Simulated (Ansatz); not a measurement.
GaN (wurtzite)

```xyz
4
Lattice="3.2186 0.0000 0.0000 -1.6093 2.7874 0.0000 0.0000 0.0000 5.2435" Properties=species:S:1:pos:R:3 pbc="T T T"
Ga     1.6093     0.9291     0.0051
Ga     0.0000     1.8583     2.6268
N      1.6093     0.9291     3.2732
N      0.0000     1.8583     0.6514
```

The slice is a (1 -1 0 0) plane (indices of the conventional cell) through the point (0.667, 0.333, 0.624) (fractional), spanned by u = [110] and v = [001] in vectors of this cell: u (3.22 Å) and v (5.24 Å, at 90° to u). It covers one period; positions are fractions (u, v).

All values below come from PBE (plane waves to 420 eV, PAW, scalar-relativistic; Ansatz, an electronic-structure program). k mesh 12×12×6. Inside the PAW spheres the values are not all-electron values, and peaks at nuclei hang on which shells count as valence. GaN was relaxed with its symmetry unable to fall. The PAW data are Ansatz's earlier set.

Problem. What is the valence density on the shortest Ga–N line in this plane (1.98 Å), at its minimum between the atoms?

Solution. 0.68 e/Å³.

Problem. What is the ELF at the density minimum of the shortest Ga–N line in this plane (1.98 Å)?

Solution. 0.39.

Problem. The ELF has a maximum in the middle third of the Ga–N line. Where, and how high?

Solution. 0.82, 1.3 Å from Ga.

Problem. Sketch the electron localisation function (ELF) on this plane as a map.

Solution. 
```
|xxxx999944221122449999xx|
|889999773322222233779999|
|888888552222222222558888|
|555544221111221111224455|
|111111111111111111111111|
|000000001122222211000000|
|000000112233443322110000|
|111111224455665544221111|
|222211335566776655331122|
|111122225577777755222211|
|xx0011224477777744221100|
|xxxx002233666666332200xx|
|xxxx002222444444222200xx|
|000011221122222211221100|
|111122111100000011112211|
|444433221100000011223344|
|999988552200000022558899|
|999999774411001144779999|
|xxxx999955221122559999xx|
|xxxx999955221122559999xx|
```
Scale: ten equal steps from 0.04 (start of '0') to 0.82 (end of '9'), in the order '0123456789'. Values: electron localisation function (ELF). The map has 12 points along u (two characters each, u = 0 at the left) and 20 along v (v = 0 in the bottom row). Points within 0.4 Å of a nucleus are blanked (x), as the pseudised field means little there.
